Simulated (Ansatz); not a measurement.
Cs:
```yaml
crystal:
  lattice:
    - [-2.51149, 2.51149, 9.09384]
    - [2.51149, -2.51149, 9.09384]
    - [2.51149, 2.51149, -9.09384]
  atoms:
    - { symbol: Cs, position: [0.25000, 0.75000, 0.50000] }
    - { symbol: Cs, position: [0.50000, 0.50000, 0.00000] }
```

Relaxed with PBEsol. Special points in fractions of this cell's reciprocal vectors: Γ (0.000, 0.000, 0.000); X (0.000, 0.000, 0.500); P (0.250, 0.250, 0.250); N (0.000, 0.500, 0.000); M (0.500, 0.500, -0.500); S (0.269, 0.731, -0.269); S0 (-0.269, 0.269, 0.269); R (-0.038, 0.038, 0.500); G (0.500, 0.500, -0.038).

**Question.** List the band energies nearest the Fermi level at these points for PBEsol (plane waves, PAW; program Ansatz).

**Answer.** In eV from the Fermi level; about four levels below and three above (degenerate sets whole), none deeper than 8.9 eV; points with the same levels are listed once.

```
k        below                above
-  -----------  -------------------
Γ  -1.69 -0.07       0.68 1.55 1.56
X            –  0.49 0.49 1.24 1.24
P            –  0.50 0.50 1.16 1.16
N        -0.14       0.36 0.39 1.12
M  -1.10 -1.10  1.23 1.23 1.90 1.90
S        -0.08       0.20 0.42 1.14
R            –  0.49 0.49 1.22 1.22
```

Space group I4_1/amd. The first step of the workflow began from a Materials Project structure, measured or hypothetical; the Crystallography Open Database copy checked does not list it. It is not the phase usual at ambient conditions (space group No. 229). The cell was relaxed with PBEsol under the symmetry of its start; of distortions, only those at the zone centre were tested. Spin–orbit coupling is left out wherever it is not named.

Potentials: the earlier of the program's two PAW sets.
